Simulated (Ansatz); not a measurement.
Given:

Relaxed BP (zinc blende):

```yaml
crystal:
  lattice:
    - [0.00000, 2.27424, 2.27424]
    - [2.27424, 0.00000, 2.27424]
    - [2.27424, 2.27424, 0.00000]
  atoms:
    - { symbol: P, position: [0.75000, 0.75000, 0.75000] }
    - { symbol: B, position: [0.00000, 0.00000, 0.00000] }
```

In each cell atom 1 (P, nearest neighbour B at 1.970 Å; its periodic images, 3.2 Å or more away, move with it) moves by s·(-0.577, -0.577, 0.577) (towards the nearest neighbour), the rest being held.

Method: PBE (plane waves to 420 eV, PAW, scalar-relativistic; Ansatz, a first-principles code). k mesh 10×10×10 (Γ-centred), Fermi-Dirac smearing 0.05 eV. The energy includes the smearing's −TS. Left out: 1 of 11 points, with atoms too close for the PAW data. As the smearing reaches across the gap at some points, energies and forces of such displacements shift with the k mesh and the smearing. BP was relaxed with its symmetry unable to fall. ΔE is measured from the undisplaced structure.

The scan covers s from -0.590 to 0.472 Å in 10 points.

**Question.** Is this a single well or a double well?

**Answer.** A single well with its minimum at or next to zero displacement.

**Question.** Is the energy the same for displacements of ±0.472 Å, and if not, which side lies higher?

**Answer.** Not even: the positive side lies higher at ±0.472 Å. With its periodic images moving along, the atom's site symmetry in this cell is -43m.

**Question.** What is the energy change at s = 0.472 Å?

**Answer.** 3394 meV/cell.

**Question.** What force acts on the atom along the line at s = -0.590 Å?

**Answer.** 1.69 eV/Å.

**Question.** What is the force constant k = d²E/ds² of this move at s = 0?

**Answer.** 18.9 eV/Å².

(For displaced atoms, the force is minus the slope of the energy, and its curvature is a force constant, which sets phonon frequencies.)
